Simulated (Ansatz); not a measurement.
PbS:
```cif
data_Pb4S4
_chemical_formula_sum 'Pb4 S4'
_space_group_name_H-M_alt 'P 1'
_space_group_IT_number 1
_cell_length_a 8.41783
_cell_length_b 4.20890
_cell_length_c 5.94817
_cell_angle_alpha 90.000
_cell_angle_beta 90.000
_cell_angle_gamma 90.000
loop_
_space_group_symop_operation_xyz
  'x, y, z'
loop_
_atom_site_label
_atom_site_type_symbol
_atom_site_fract_x
_atom_site_fract_y
_atom_site_fract_z
_atom_site_occupancy
Pb1 Pb 0.12488 0.75000 0.74995 1
Pb2 Pb 0.87512 0.25000 0.25005 1
Pb3 Pb 0.37512 0.25000 0.24995 1
Pb4 Pb 0.62488 0.75000 0.75005 1
S1 S 0.87512 0.25000 0.75008 1
S2 S 0.12488 0.75000 0.24992 1
S3 S 0.62488 0.75000 0.25008 1
S4 S 0.37512 0.25000 0.74992 1
```

Relaxed with r²SCAN+D4. r²SCAN+D4 (plane waves, PAW; program Ansatz) gives a gap of 0.65 eV.

What gap does HSE06 give on the same cell (Ansatz, PAW)?

0.83 eV, 0.18 eV more. The hybrid was solved on a coarser mesh and at special points; its gap is the smallest among all of these.

| k | v1 r²SCAN+D4 | c1 r²SCAN+D4 | v1 HSE06 | c1 HSE06 |
|---|---|---|---|---|
| X | -1.25 | 2.95 | [?] | [?] |
| U | -1.10 | 1.86 | [?] | [?] |
| Γ | -0.82 | 1.70 | -0.88 | 1.93 |
| S | -2.28 | 3.70 | [?] | [?] |
| Z | 0.00 | 0.65 | 0.00 | 0.83 |
| R | -1.04 | 1.83 | [?] | [?] |

Top valence (v1) and lowest conduction level (c1) in eV from each method's valence maximum (which need not be a listed point): supply the withheld HSE06 values.


- U, v1 HSE06: -1.17
- U, c1 HSE06: 2.10
- S, v1 HSE06: -2.47
- S, c1 HSE06: 4.05
- X, v1 HSE06: -1.37
- X, c1 HSE06: 3.25
- R, v1 HSE06: -1.12
- R, c1 HSE06: 2.07

Cost on shared cores: the r²SCAN+D4 run (SCF on a 4×7×5 mesh, then bands and DOS) very roughly 4 core-minutes, the HSE06 run (SCF on 2×4×3, then a few points) roughly 5 core-minutes; the tasks are unlike.

Space group Fm-3m (rock salt). Symmetry was held in the r²SCAN+D4 relaxation. Point labels and valley counts follow the cell and symmetry of the run, lower than the named group. Spin–orbit coupling is left out wherever it is not named.

Potentials: the later of the program's two PAW sets.
